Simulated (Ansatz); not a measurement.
Au:
```cif
data_Au
_chemical_formula_sum 'Au1'
_space_group_name_H-M_alt 'P 1'
_space_group_IT_number 1
_cell_length_a 2.90032
_cell_length_b 2.90032
_cell_length_c 2.90032
_cell_angle_alpha 60.000
_cell_angle_beta 60.000
_cell_angle_gamma 60.000
loop_
_space_group_symop_operation_xyz
  'x, y, z'
loop_
_atom_site_label
_atom_site_type_symbol
_atom_site_fract_x
_atom_site_fract_y
_atom_site_fract_z
_atom_site_occupancy
Au1 Au 0.00000 0.00000 0.00000 1
```

Relaxed with PBE+D3(BJ).

Problem. Which orbitals make up the states near the Fermi level in DFT-PBE+D3(BJ) in the program Ansatz with PAW potentials?

Solution. Within 0.5 eV of the Fermi level: Au 6s 43 %, Au 5d 36 %, outside the projected shells 21 %. Projections are on Löwdin-orthogonalised atomic valence shells; empty p or d shells of many metals are not among them.

Problem. Tabulate the density of states.

Solution. States/eV per cell of 1 atom, in 0.25 eV bins, energy from the Fermi level.

```csv
E (eV),total,Au 5d,Au 6s
-7.85,0.17,0.02,0.15
-7.60,0.22,0.04,0.18
-7.35,0.31,0.09,0.22
-7.10,0.66,0.35,0.30
-6.85,0.99,0.65,0.33
-6.60,1.55,1.19,0.34
-6.35,1.90,1.64,0.26
-6.10,1.71,1.55,0.16
-5.85,1.54,1.44,0.08
-5.60,1.26,1.21,0.03
-5.35,1.83,1.77,0.04
-5.10,1.97,1.89,0.06
-4.85,2.06,1.96,0.08
-4.60,2.46,2.31,0.12
-4.35,3.29,3.13,0.11
-4.10,1.84,1.71,0.09
-3.85,1.74,1.63,0.07
-3.60,1.83,1.73,0.06
-3.35,2.21,2.12,0.06
-3.10,1.90,1.82,0.05
-2.85,1.69,1.62,0.05
-2.60,1.66,1.60,0.04
-2.35,1.89,1.83,0.04
-2.10,2.84,2.78,0.05
-1.85,1.70,1.63,0.06
-1.60,0.46,0.38,0.07
-1.35,0.28,0.18,0.08
-1.10,0.28,0.16,0.10
-0.85,0.29,0.15,0.10
-0.60,0.29,0.13,0.11
-0.35,0.29,0.12,0.12
-0.10,0.28,0.11,0.12
0.15,0.29,0.09,0.13
0.40,0.28,0.08,0.13
0.65,0.28,0.07,0.13
0.90,0.28,0.07,0.13
1.15,0.28,0.06,0.13
1.40,0.28,0.05,0.12
1.65,0.27,0.04,0.12
1.90,0.26,0.04,0.12
2.15,0.26,0.03,0.12
2.40,0.25,0.03,0.13
2.65,0.25,0.03,0.14
2.90,0.26,0.03,0.16
3.15,0.46,0.06,0.30
3.40,0.36,0.04,0.21
3.65,0.31,0.03,0.16
3.90,0.28,0.02,0.13
4.15,0.25,0.02,0.09
4.40,0.26,0.01,0.08
4.65,0.30,0.01,0.07
```

Space group Fm-3m (fcc (Cu type)). The cell was relaxed with PBE+D3(BJ) under the symmetry of its start. The pairwise dispersion correction was not fitted to metals. Scalar-relativistic: spin–orbit coupling is off unless named, which matters more the heavier the elements.

Potentials: the later of the program's two PAW sets.
